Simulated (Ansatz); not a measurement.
This cell of W (bcc, W type) is off equilibrium:

```xyz
2
Lattice="-3.1835 3.1835 3.1835 1.5918 -1.5918 1.5918 1.5918 1.5918 -1.5918" Properties=species:S:1:pos:R:3 pbc="T T T"
W      0.0600     0.0000     0.0000
W     -1.6518     1.5918     1.5918
```

Computed with PBE (plane waves to 420 eV, PAW, scalar-relativistic; Ansatz, a program for electronic structure). k mesh 10×20×20 (Γ-centred), Fermi-Dirac smearing 0.05 eV. Compression counts positive. With partly filled bands, energies and forces of such displacements shift with the k mesh and the smearing. Spin-orbit coupling is left out, though W is heavy. W is run without spin polarisation. W was relaxed with its symmetry unable to fall.

Task: Predict the force on every atom, in eV/Å.

Result: 
```csv
atom,Fx,Fy,Fz
W1,-0.720,0.000,0.000
W2,0.720,0.000,0.000
```

Task: What is the stress tensor (GPa)?

Result: 
```
    1.0      0.0      0.0
    0.0      0.8      0.7
    0.0      0.7      0.8
```
The pressure, a third of the trace, is 0.8 GPa.

(A displaced cell: forces are minus the slopes of the energy, force constants its curvatures, and phonons follow from these.)
